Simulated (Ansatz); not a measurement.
Data:

Si$_{2}$Ni:
```yaml
crystal:
  lattice:
    - [0.00000, 2.72253, 2.72253]
    - [2.72253, 0.00000, 2.72253]
    - [2.72253, 2.72253, 0.00000]
  atoms:
    - { symbol: Si, position: [0.25000, 0.25000, 0.25000] }
    - { symbol: Si, position: [0.75000, 0.75000, 0.75000] }
    - { symbol: Ni, position: [0.00000, 0.00000, 0.00000] }
```

This is the PBE-relaxed structure.

**Question.** All from plane-wave PAW PBE (Ansatz code), unless another level is named. Give the electronic character.

**Answer.** metallic (no gap).

**Question.** And the formation energy from the elements (no fitted shifts)?

**Answer.** -0.35 eV/atom.

**Question.** Predict the density of states at the Fermi level.

**Answer.** 0.30 states/eV per atom (mean over ±0.08 eV).

Space group Fm-3m (fluorite or antifluorite type). The cell was relaxed with PBE under the symmetry of its start. The run is not spin-polarised. The references are the lowest solids computed at this level, not always the standard phases.

Potentials: the later of the program's two PAW sets.
